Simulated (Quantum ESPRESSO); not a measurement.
pw.x input (Quantum ESPRESSO 7.5; PBEsol, PseudoDojo standard norm-conserving files, scalar-relativistic):

```
&CONTROL
  calculation = 'scf'
  pseudo_dir = './pseudo'
  outdir = './out'
  tprnfor = .true.
  tstress = .true.
/
&SYSTEM
  ibrav = 0
  nat = 12
  ntyp = 4
  ecutwfc = 84.0
  ecutrho = 336.0
  occupations = 'smearing'
  smearing = 'fd'
  degauss = 0.002
  nbnd = 48
/
&ELECTRONS
  conv_thr = 1.2e-09
/
ATOMIC_SPECIES
O 15.9990 O.upf
P 30.9738 P.upf
Nb 92.9064 Nb.upf
Cs 132.9055 Cs.upf
CELL_PARAMETERS angstrom
  4.370655000000  -2.630675000000   0.000000000000
  4.370655000000   2.630675000000   0.000000000000
 -0.521446000000   0.000000000000   8.758081000000
ATOMIC_POSITIONS crystal
O   0.313520000000   0.782920000000   0.348220000000
O   0.686480000000   0.217080000000   0.651780000000
O   0.217080000000   0.686480000000   0.651780000000
O   0.782920000000   0.313520000000   0.348220000000
O   0.786770000000   0.786770000000   0.418150000000
O   0.213230000000   0.213230000000   0.581850000000
O   0.679810000000   0.679810000000   0.143290000000
O   0.320190000000   0.320190000000   0.856710000000
P   0.356600000000   0.356600000000   0.695250000000
P   0.643400000000   0.643400000000   0.304750000000
Nb   0.000000000000   0.000000000000   0.500000000000
Cs   0.000000000000   0.000000000000   0.000000000000
K_POINTS automatic
6 6 4 0 0 0
```

End of the output:

```

[...]
     the Fermi energy is     4.0221 ev
!    total energy              =    -463.57715913 Ry
     estimated scf accuracy    <          2.9E-10 Ry
     smearing contrib. (-TS)   =       0.00000000 Ry
     internal energy E=F+TS    =    -463.57715913 Ry
     The total energy is F=E-TS. E is the sum of the following terms:
     one-electron contribution =    -349.63128571 Ry
     hartree contribution      =     210.11931083 Ry
     xc contribution           =    -114.58956240 Ry
     ewald contribution        =    -209.47562185 Ry
     convergence has been achieved in  16 iterations
     Forces acting on atoms (cartesian axes, Ry/au):
     atom    1 type  1   force =    -0.01511202    0.02828988    0.01792343
     atom    2 type  1   force =     0.01511202   -0.02828988   -0.01792343
     atom    3 type  1   force =     0.01511202    0.02828988   -0.01792343
     atom    4 type  1   force =    -0.01511202   -0.02828988    0.01792343
     atom    5 type  1   force =     0.03581489    0.00000000    0.01917655
     atom    6 type  1   force =    -0.03581489    0.00000000   -0.01917655
     atom    7 type  1   force =     0.00766816    0.00000000   -0.02859139
     atom    8 type  1   force =    -0.00766816    0.00000000    0.02859139
     atom    9 type  2   force =     0.00260973    0.00000000   -0.00731420
     atom   10 type  2   force =    -0.00260973    0.00000000    0.00731420
     atom   11 type  3   force =    -0.00000000   -0.00000000   -0.00000000
     atom   12 type  4   force =     0.00000000    0.00000000    0.00000000
     Total force =     0.102829     Total SCF correction =     0.000032
     Computing stress (Cartesian axis) and pressure
          total   stress  (Ry/bohr**3)                   (kbar)     P=        2.39
  -0.00000567  -0.00000000  -0.00001483           -0.83       -0.00       -2.18
   0.00000000   0.00000637   0.00000000            0.00        0.94        0.00
  -0.00001483   0.00000000   0.00004810           -2.18        0.00        7.08
```
In a gapped system the printed Fermi energy is only some level inside the gap.

Spin-orbit coupling is not included.

Geometry of the Materials Project entry, not relaxed at this level.
